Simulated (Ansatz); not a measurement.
## Response of Re to small distortions

```
CELL_PARAMETERS angstrom
1.38392 0.79901 6.69861
-1.38392 0.79901 6.69861
0.00000 -1.59802 6.69861
ATOMIC_POSITIONS crystal
Re 0.00000 0.00000 0.00000
Re 0.22217 0.22217 0.22217
Re 0.77783 0.77783 0.77783
```

Atom numbers follow the list: Re1, Re2, Re3.

The cell is the one relaxed in the Materials Project (mp-975065), not relaxed further here; entries there can be hypothetical.

Spin polarisation is left out, and whether a magnetic state lies lower isn't shown here.

Spin–orbit coupling is left out, though it moves levels of the heavy atoms by tenths of an eV or more.

These are results of DFT, PBEsol, PAW with Ansatz's default frozen-core files, scalar-relativistic (Ansatz 0.2.0), not measurements.

The runs use a Γ-centred 15×15×15 k mesh, Fermi–Dirac smearing of 0.05 eV, cutoff 420 eV, no spin polarisation; the PAW files were made with PBE, and the program remakes their frozen cores for this functional.

The unchanged cell is at -6.51 GPa.

In a metal, stresses and small energies carry noise from the k mesh.

x, y and z are the Cartesian axes of the cell as listed; fractional coordinates follow a strain, and an engineering shear is twice the off-diagonal strain component.

(1) One change gave: energy change +9.6 meV/atom; stress change (xx, yy, zz, yz, xz, xy) 0.33, 0.33, 0.49, 3.25, 3.41, 3.78 GPa, compression positive; change of the force on Re2 (-0.074, 0.003, -0.007) eV/Å. Which change was it?
A. equal xy, yz and zx engineering shear strains of +1 %
B. equal xy, yz and zx engineering shear strains of -1 %
C. equal xy, yz and zx engineering shear strains of +2 %
D. equal xy, yz and zx engineering shear strains of -3 %
E. equal xy, yz and zx engineering shear strains of -2 %
F. equal xy, yz and zx engineering shear strains of +3 %

Answers

(1) E. For equal xy, yz and zx engineering shear strains of -3 %: energy change +21.6 meV/atom; stress change (xx, yy, zz, yz, xz, xy) 0.73, 0.81, 1.06, 4.82, 5.13, 5.67 GPa, compression positive; change of the force on Re2 (-0.123, 0.000, -0.015) eV/Å. For equal xy, yz and zx engineering shear strains of -1 %: energy change +2.4 meV/atom; stress change (xx, yy, zz, yz, xz, xy) 0.10, 0.06, 0.13, 1.63, 1.70, 1.90 GPa, compression positive; change of the force on Re2 (-0.033, 0.003, -0.002) eV/Å. For equal xy, yz and zx engineering shear strains of +2 %: energy change +9.4 meV/atom; stress change (xx, yy, zz, yz, xz, xy) 0.13, 0.53, 0.48, -3.27, -3.32, -3.78 GPa, compression positive; change of the force on Re2 (0.043, -0.008, -0.007) eV/Å. For equal xy, yz and zx engineering shear strains of +1 %: energy change +2.4 meV/atom; stress change (xx, yy, zz, yz, xz, xy) 0.00, 0.16, 0.12, -1.64, -1.68, -1.90 GPa, compression positive; change of the force on Re2 (0.025, -0.004, -0.002) eV/Å. For equal xy, yz and zx engineering shear strains of +3 %: energy change +21.0 meV/atom; stress change (xx, yy, zz, yz, xz, xy) 0.36, 1.12, 1.03, -4.87, -4.93, -5.65 GPa, compression positive; change of the force on Re2 (0.055, -0.012, -0.015) eV/Å.
